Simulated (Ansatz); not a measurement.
A geometry of MgF2 away from equilibrium: step 36 of the relaxation of a relaxed MgF2 cell with one F and one Mg atom exchanged in a cell of 6 atoms. Level of theory: PBEsol (plane waves to 420 eV, PAW, scalar-relativistic; Ansatz, a first-principles code). Γ-centred k-mesh 5×5×8 on the run's cell (coarser than for final values), Fermi–Dirac smearing 0.05 eV.

```
CELL_PARAMETERS angstrom
      5.12367     1.82812     0.00000
      1.82812     5.12367     0.00000
      0.00000     0.00000     2.82893
ATOMIC_POSITIONS crystal
  F  0.64850 0.64850 0.50000
  Mg 0.02744 0.02744 0.00000
  F  0.68852 0.15261 0.50000
  F  0.15261 0.68852 0.50000
  F  0.21177 0.21177 0.00000
  Mg 0.77116 0.77116 0.00000
```

Task: Which atoms carry the largest force, and which way does it point?

Result: 0.01 eV/Å, on F3, F4 (atoms numbered as listed); on F3 its components are (-0.01, 0.01, 0.00).

Task: What is the pressure?

Result: +3.9 GPa, compression positive.

Task: How much energy per atom can still be gained by relaxing?

Result: 0.02 eV/atom; the path ends in Amm2 (No. 38).

No spin polarisation in the result.

The run could not lose the symmetry of its start.

The runs began from a structure in Materials Project; this end point is another cell, not compared with measured phases.
